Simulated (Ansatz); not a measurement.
GeAsAu:
```
GeAsAu
1.0
    3.75740     3.13232     0.00000
   -3.75740     3.13232     0.00000
   -3.05962     0.00000     5.55181
Ge As Au
2 2 2
Direct
  0.80679   0.43543   0.07886
  0.43543   0.80679   0.92114
  0.19189   0.56242   0.41500
  0.56242   0.19189   0.58500
  0.50048   0.00300   0.24690
  0.00300   0.50048   0.75310
```

Relaxed with r²SCAN. Special points in fractions of this cell's reciprocal vectors: Γ (0.000, 0.000, 0.000); C (0.477, 0.477, 0.000); C2 (-0.477, 0.523, 0.000); Y2 (-0.500, 0.500, 0.000); M2 (-0.500, 0.500, 0.500); D (-0.347, 0.653, 0.500); D2 (0.347, 0.347, 0.500); A (0.000, 0.000, 0.500); L2 (0.000, 0.500, 0.500); V2 (0.000, 0.500, 0.000).

List the band energies nearest the valence-band maximum at these points for plane-wave PAW r²SCAN (Ansatz code).

In eV from the valence-band maximum; about four levels below and three above (degenerate sets whole), none deeper than 8.9 eV; points with the same levels are listed once.

| k | below | above |
|---|---|---|
| Γ | -2.80 -2.38 -2.17 -1.31 | 0.49 2.30 2.46 |
| C | -2.79 -2.45 -2.21 -1.35 | 1.63 2.60 3.59 |
| Y2 | -2.75 -2.42 -2.31 -1.37 | 1.63 2.61 3.60 |
| M2 | -2.83 -1.95 -1.73 -1.49 | 2.52 2.81 3.74 |
| D | -2.36 -1.95 -1.28 -1.04 | 1.20 1.73 3.45 |
| A | -2.47 -1.92 -0.91 -0.60 | 1.35 1.83 2.84 |
| L2 | -2.56 -1.24 -0.51 -0.21 | 0.41 0.90 1.60 |
| V2 | -2.64 -1.70 -1.44 -0.96 | 1.50 1.91 2.75 |

The workflow started from a Materials Project entry (that database holds measured and hypothetical structures alike); the Crystallography Open Database copy checked does not list it. With Ge and As taken as one species the cell has the higher symmetry C2/c, so it may be an ordered model of a mixed-site phase. Whether it is the stable phase at ambient conditions was not checked. Symmetry was held in the r²SCAN relaxation; whether a distortion lowers the energy is not shown. Scalar-relativistic: spin–orbit coupling is off unless named, which matters more the heavier the elements.

Potentials: the later of the program's two PAW sets.
